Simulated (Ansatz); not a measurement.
**Exchange couplings of MnSb (P63/mmc)**

The geometry is a structure as deposited in COD, held fixed and not relaxed.

Settings: PBE, 7×7×5 k mesh, Fermi–Dirac smearing of 0.05 eV. PAW means Ansatz 0.2.0 on its default frozen-core files. Site moments are integrated in spheres about the atoms.

The run was typed so:

```yaml
crystal:
  lattice:
    - [4.15, 0.0, 0.0]
    - [-2.075, 3.5940054257, 0.0]
    - [0.0, 0.0, 5.78]
  atoms:
    - { symbol: Mn, position: [0.0, 0.0, 0.0], spin: 3.4 }
    - { symbol: Mn, position: [0.0, 0.0, 0.5], spin: -3.4 }
    - { symbol: Sb, position: [0.3333333333, 0.6666666667, 0.25] }
    - { symbol: Sb, position: [0.6666666667, 0.3333333333, 0.75] }
magnetization:
  spin_polarized: true
kpoints:
  mp_grid: { grid: [7, 7, 5] }
scf:
  occupations: { method: fermi_dirac, width: 0.05 }
  lower_state_search: "off"
hamiltonian:
  xc: pbe
  pseudopotentials: { kind: paw }
output:
  eigenvalues: false
  eigenstates:
    nscf_kmesh: { grid: [7, 7, 5] }
    top_band: c53
    exchange_couplings: { magnetic: [{ species: Mn }] }
  write_density: true
  write_potential: true
  elf: true
  volumetric_format: npy
```

Command: `ansatz run input.yaml --threads 2 --pin off --max-ram 6144MiB --backend cpu --events-out ev --progress --plain --runs-dir out`

Site moments (μB): Mn1 3.37, Mn2 -3.37, Sb3 0.00, Sb4 0.00. Cell moment 0.00 μB.

Couplings come from the force theorem (directions of the magnetic atoms constrained, all else relaxed) on a 7×7×5 mesh, with E = −Σ J e_i·e_j over ordered pairs of unit vectors, so positive J favours parallel moments.

| pair | count | J PAW (meV) |
| --- | --- | --- |
| Mn1–Mn at 2.89 Å | 2 | +21.99 |
| Mn1–Mn at 4.15 Å | 6 | +6.66 |
| Mn1–Mn at 5.06 Å | 12 | +6.94 |
| Mn1–Mn at 5.78 Å | 2 | -3.52 |
| Mn1–Mn at 7.12 Å | 12 | -2.46 |
| Mn1–Mn at 7.19 Å | 6 | +1.65 |
| Mn1–Mn at 7.75 Å | 12 | +2.77 |
| Mn1–Mn at 8.30 Å | 6 | -0.28 |
| Mn1–Mn at 8.67 Å | 2 | +1.60 |
| Mn1–Mn at 8.79 Å | 12 | +0.16 |
| Mn1–Mn at 9.22 Å, set 1 | 6 | +2.56 |
| Mn1–Mn at 9.22 Å, set 2 | 6 | +6.28 |
| Mn1–Mn at 9.61 Å | 12 | -1.51 |
| Mn1–Mn at 10.11 Å | 12 | -0.12 |
| Mn1–Mn at 10.98 Å | 12 | +0.19 |
| Mn1–Mn at 11.26 Å | 12 | -0.62 |

Pairs at one distance with different couplings are listed as sets.

The program reports that this state isn't the lowest of its own couplings.

The couplings come from one mesh, and their convergence in k wasn't tested.

They shouldn't be read as transferable Heisenberg parameters: they are taken about a state that they themselves reject, with itinerant moments.

The Ansatz runs typed with the search for lower states off end where their start leads. Spin–orbit coupling is left out although heavy atoms are present. None of this fixes the real material's magnetic order: only patterns that fit the cell were computed, at zero temperature, with a functional that can overstate moments.
